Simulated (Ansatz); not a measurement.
Rb: phonons

Rb in the bcc lattice, relaxed with PBE.

```
CELL_PARAMETERS angstrom
-2.83531 2.83531 2.83531
2.83531 -2.83531 2.83531
2.83531 2.83531 -2.83531
ATOMIC_POSITIONS crystal
Rb 0.00000 0.00000 0.00000
```

DFT in Ansatz; PBE; all-electron PAW datasets (no frozen core) at 200 eV; k mesh 8×8×8; Fermi–Dirac smearing of 0.1 eV; no spin. Harmonic phonons by finite displacements in cells commensurate with each q, in cm⁻¹; i marks an unstable mode.

Caveats: coarse k mesh.

Question: Give all 3 branches at q = (0.5, -0.5, 0.5) and q = (0, 0, 0.5) (reciprocal cell vectors).

Answer: q = (0.5, -0.5, 0.5): 44 (×3). q = (0, 0, 0.5): 9, 30, 47.
